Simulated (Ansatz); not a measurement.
# Thermal properties of BP₂ from its phonons

All numbers below come from Ansatz 0.2.0, DFT PBE, scalar-relativistic, plane waves, PAW. Cutoff 420 eV, 12×12×4 k-points (Γ-centred), Gaussian smearing of 0.10 eV. No spin polarisation. Phonons by linear response, acoustic sum rule imposed.

The cell, relaxed at this level:
```xyz
6
Lattice="3.2635 0.0000 0.0000 -1.6317 2.8262 0.0000 0.0000 0.0000 8.8693" Properties=species:S:1:pos:R:3 pbc="T T T"
B     0.0000    0.0000    2.9887
B     1.6317    0.9421    0.3722
P     0.0000    0.0000    4.9644
P     1.6317    0.9421    2.3494
P     0.0000    1.8842    8.5975
P     1.6317    0.9421    6.1559
```

It was reached by relaxing an invented guess, and it needn't be the stable form of this composition. In a metal, frequencies and elastic constants depend on the k mesh and the smearing, soft modes and shear constants most. Some empty bands missed the eigensolver's threshold. The q mesh is coarse, so values between its points are rough. No dispersion correction is applied, so modes and constants that involve weak contacts between layers, chains or molecules come out too soft.

Force constants from linear response on a 3×3×1 q mesh, interpolated to a fine mesh.

Phonon density of states, in bins of 20 cm⁻¹:
bin centre (cm⁻¹), share of modes (%) and a bar:
```
       10        0.0
       30        0.0
       50        0.1
       70        0.3 #
       90        0.6 ##
      110        1.0 ###
      130        3.6 ############
      150        4.3 ###############
      170        2.0 #######
      190        3.4 ############
      210        4.8 #################
      230        4.4 ###############
      250        4.1 ##############
      270        3.1 ###########
      290        3.9 ##############
      310        2.2 ########
      330        1.3 #####
      350        2.4 ########
      370        5.0 #################
      390        8.6 ##############################
      410        5.0 #################
      430        1.2 ####
      450        3.1 ###########
      470        1.6 ######
      490        0.4 #
      510        0.2 #
      530        0.0
      550        0.0
      570        0.0
      590        0.0
      610        0.1
      630        5.1 ##################
      650        5.7 ####################
      670        6.1 #####################
      690        4.4 ###############
      710        8.1 ############################
      730        3.9 ##############
```

(1) What is the zero-point energy per atom?

(2) How large are the vibrational entropy and heat capacity at 300 K?

(3) Tabulate them against temperature.

Results:

(1) 78.3 meV.

(2) S = 1.83 k_B and C_V = 2.12 k_B per atom, 71 % of the Dulong–Petit value.

(3)
```
T (K)  F_vib (meV/atom)  S (k_B/atom)  C_V (k_B/atom)
  100              77.5          0.32            0.67
  200              71.6          1.08            1.57
  300              59.0          1.83            2.12
  400              40.3          2.49            2.43
  500              16.4          3.05            2.61
  600             -12.0          3.54            2.72
  700             -44.3          3.96            2.79
  800             -80.1          4.34            2.83
  900            -118.9          4.67            2.87
 1000            -160.5          4.97            2.89
```
